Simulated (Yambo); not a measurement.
How GW settings move the gap: HfS₂

G0W0@PBEsol for HfS$_{2}$ (CdI2 type, space group P-3m1, No. 164) in Yambo. Reference settings: 6×6×2 Γ-centred k mesh, bands 2 to 157 and a 10 Ry block in the screening, 157 bands in G with the Bruneval-Gonze terminator, plasmon pole fitted at 27.2 eV. The PBEsol gap Γ → L on this mesh is 1.15 eV; G0W0 gaps are taken between the same points.

```tsv
change from the reference	G0W0 gap Γ → L (eV)	shift of the valence edge (eV)	rough Yambo cost
reference settings	2.38	-0.79	1
120 bands in W, 120 bands in G	2.38	-0.74	within a factor of two
wavefunctions cut at 20 Ry	2.40	-0.78	within a factor of two
wavefunctions cut at 30 Ry	2.38	-0.79	within a factor of two
exchange cut at 20 Ry	2.40	-0.78	–
33 bands in W, 33 bands in G, 2 Ry block	2.31	-0.10	about 1/9
84 bands in W, 84 bands in G, 6 Ry block	2.33	-0.59	about 1/3
120 bands in W, 120 bands in G, 2 Ry block	2.15	-0.28	about 1/3
120 bands in W, 120 bands in G, 4 Ry block	2.20	-0.47	about 1/3
120 bands in W, 120 bands in G, 6 Ry block	2.31	-0.64	about 1/2
4 Ry block	2.19	-0.48	about 1/2
33 bands in W, 33 bands in G, 4 Ry block, no terminator	2.39	0.12	about 1/9
33 bands in W, 33 bands in G, no terminator	2.42	0.12	about 1/5
84 bands in W, 84 bands in G, 4 Ry block, no terminator	2.24	-0.34	about 1/4
54 bands in W, 54 bands in G, no terminator	2.40	-0.24	about 1/3
```

The reference isn't shown to be the converged limit. Costs are rough (shared machines), scaled to the same edge states, and given only for runs that recompute the screening.

Spin-orbit coupling is left out, which matters for elements this heavy: edges can move by tenths of an eV.

Geometry of the Materials Project entry, not relaxed at this level; primitive cell a = 3.640 Å, b = 3.640 Å, c = 6.056 Å, α = 90.00°, β = 90.00°, γ = 120.00°.

A shift is the quasiparticle energy of the state minus its PBEsol energy.

The distance between layers or molecules is the database entry's, not relaxed here. Functionals without dispersion can leave it too large, which widens gaps and weakens the response across layers: the numbers belong to this cell.
